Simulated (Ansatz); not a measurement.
Method: DFT PBE, scalar-relativistic, plane waves, PAW (Ansatz 0.2.0). Plane waves to 420 eV, a 10×10×10 mesh through Γ for the 6-atom cell and 0.02 eV Gaussian smearing; no spin polarisation.

Energies over the elements count from the elements' standard structures at the same level, with no fitted energy shifts.

Task: Give a relaxed trial structure of a tetragonal semiconductor with formula Zn2CdS3, with a gap near 1.5 eV, a formation energy near −0.75 eV/atom and a density near 4.27 g/cm³, in a cell of 6 atoms. Its symmetry should be I-4m2 (No. 119).

Result: Zn2CdS3, space group I-4m2 (No. 119). Zn has 4 S at 2.37 Å; Cd is surrounded by 4 S at 2.54 Å; around S on a site of symmetry 2mm lie 2 Zn at 2.37 Å and 2 Cd at 2.54 Å; S on a site of symmetry -4m2 is surrounded by 4 Zn at 2.37 Å.

```cif
data_structure
_symmetry_space_group_name_H-M 'P 1'
_symmetry_Int_Tables_number 1
_cell_length_a 8.9249
_cell_length_b 8.9249
_cell_length_c 8.9249
_cell_angle_alpha 154.467
_cell_angle_beta 154.467
_cell_angle_gamma 36.421
_cell_volume 131.90
loop_
_atom_site_label
_atom_site_type_symbol
_atom_site_fract_x
_atom_site_fract_y
_atom_site_fract_z
_atom_site_occupancy
Zn1 Zn 0.67202 0.67202 0.00000 1
Zn2 Zn 0.32798 0.32798 0.00000 1
Cd1 Cd 0.00000 0.00000 0.00000 1
S1 S 0.59462 0.09462 0.50000 1
S2 S 0.25000 0.75000 0.50000 1
S3 S 0.90538 0.40538 0.50000 1
```

* Volume per atom: 21.98 Å³
* Density: 4.27 g/cm³
* Energy over the elements: −0.753 eV/atom
* Gap on the 10×10×10 mesh of the 6-atom cell: 1.54 eV

The cell was found from a structure generator's guess, not taken from experiment. The answer needn't be unique; the calculation gave this one.

Kohn–Sham gaps at this level usually fall short of measured ones. The reference form of S is held partly by dispersion forces, which this level lacks. A later test with randomly moved atoms came back to the same energy, though modes that don't fit the test's cell weren't probed.
